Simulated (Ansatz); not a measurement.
**YAlGe single point**

input.yaml (Ansatz 0.2.0)

```yaml
crystal:
  lattice:
    - [4.103111, 0.0, 0.0]
    - [2.051555, -5.287931, 0.0]
    - [0.0, 0.0, -5.839619]
  atoms:
    - { symbol: "Y", position: [0.3099, 0.3802, 0.75] }
    - { symbol: "Y", position: [0.6901, 0.6198, 0.25] }
    - { symbol: Ge, position: [0.6058, 0.7884, 0.75] }
    - { symbol: Ge, position: [0.3942, 0.2116, 0.25] }
    - { symbol: Al, position: [0.0, 0.0, 0.0] }
    - { symbol: Al, position: [0.0, 0.0, 0.5] }
  symmetry: { tolerance: 0.0003 }
kpoints:
  mp_grid: { grid: [7, 7, 5], shift: [0, 0, 0] }
  band_path:
    path:
      - [0.0, 0.0, 0.0]
      - [0.0, -0.5, 0.0]
      - [0.42473987, -0.28763007, 0.0]
      - [0.57526013, 0.28763007, 0.0]
      - [0.0, 0.0, 0.0]
      - [0.0, 0.0, -0.5]
      - [0.57526013, 0.28763007, -0.5]
      - [0.42473987, -0.28763007, -0.5]
      - [0.0, -0.5, -0.5]
      - [0.0, -0.5, 0.0]
      - [0.0, 0.0, 0.0]
    npoints: 6
magnetization:
  spin_polarized: false
scf:
  occupations: { method: tetrahedron }
  lower_state_search: "off"
  max_iter: 200
hamiltonian:
  pseudopotentials: { kind: paw }
  xc: r2scan
basis:
  ecutwfc: 500
  fft_grid_basis: typed
output:
  forces: true
  stress: true
  eigenvalues: true
  bader: true
  populations: true
  elf: true
  write_potential: true
  volumetric_format: npy
  dos:
    e_range: [-12, 8]
    de: 0.05
    projected: { site_lists: { Al: [Al], Ge: [Ge], "Y": ["Y"] } }
checkpoint:
  read: saved_state
```

The saved state is an earlier solution for the same cell, perhaps on another mesh. 

Excerpt of what it printed:

```
SCF iter   1: F=—  Δρ=1.08e-3  dr2=1.44e-3  dr2_τ=1.32e-4
SCF iter   2: F=—  Δρ=6.87e-4  dr2=6.33e-4  dr2_τ=2.20e-5
SCF iter   3: F=—  Δρ=1.35e-4  dr2=1.95e-5  dr2_τ=1.27e-6
SCF iter   4: F=—  Δρ=6.92e-5  dr2=5.77e-6  dr2_τ=4.95e-7
SCF iter   5: F=—  Δρ=2.20e-5  dr2=1.12e-6  dr2_τ=6.38e-8
SCF iter   6: F=—  Δρ=8.38e-6  dr2=2.24e-7  dr2_τ=2.38e-9
SCF iter   7: F=-17410.3974 eV  Δρ=2.01e-6  dr2=1.42e-8  dr2_τ=1.97e-10
Free energy (F): -17410.3974 eV
Harris-Foulkes:  -17410.3974 eV  (|F-HF|=2.55e-9)
Internal energy: -17410.3971 eV  (E = F + TS)
E sigma→0 (E₀):  -17410.3974 eV
Entropy (-TS):   -0.0003 eV (-0.045 meV/atom)
Fermi energy:    10.2776 eV
--- Per-component energies (eV) ---
  E_band       = -462.0947
  E_kinetic    = 878.3046
  E_local      = -6228.2773  (includes V_loc(G=0)·N_el)
  E_nonlocal   = 956.4453
  E_hartree    = 2648.7097
  E_xc         = -549.5045
  E_vxc        = -644.6207  (∫ρ·V_xc dr)
  E_paw        = -10696.6256  (= ΣΔE_a)
  E_vpaw       = -755.6465  (= ΣTr[D̂ρ^β])
  E_aug_tail   = 0.0000  (compensation charges beyond the density's cutoff)
  E_vtau       = 34.2819  (kinetic-family band-sum trace: ∫τ·v_τ [+ j·A + Jᵃ·Aᵃ] dr)
  E_ewald      = -4416.8497
  E_core_change = -2.5997  (= ΣΔE_core)
  E_smearing   = -0.0003  (= −TS)
--- Forces (eV/Å), atoms counted from 1 ---
  atom   1  Y      0.0000     0.0845     0.0000
  atom   2  Y      0.0000    -0.0845     0.0000
  atom   3  Ge     0.0000    -0.0160     0.0000
  atom   4  Ge     0.0000     0.0160     0.0000
  atom   5  Al     0.0000     0.0000     0.0000
  atom   6  Al     0.0000     0.0000     0.0000
--- Stress (GPa, compression-positive) ---
       -3.2377       0.0000       0.0000
        0.0000      -2.8259       0.0000
        0.0000       0.0000      -3.8321
  P = ⅓ Tr σ = -3.2986 GPa (-32.986 kbar)
--- Löwdin populations: 6 sites ---
  site symbol       q [e]
     0      Y     10.5048
     1      Y     10.5048
     2     Ge     14.4348
     3     Ge     14.4348
     4     Al      2.9729
     5     Al      2.9729
  spilling = 0.0031 (of n_electrons = 56.0000)
--- Bader charges: 6 sites ---
  site symbol  charge [e]  shift [e]
     0      Y      1.5820     0.0000
     1      Y      1.5819     0.0000
     2     Ge     -2.0320     0.0056
     3     Ge     -2.0320     0.0056
     4     Al      0.4500     0.0056
     5     Al      0.4500     0.0056
```

Origin: a database entry at a rescaled volume. Caveats: empty levels are not fully converged; forces and stress under tetrahedra may miss the slope of the energy.
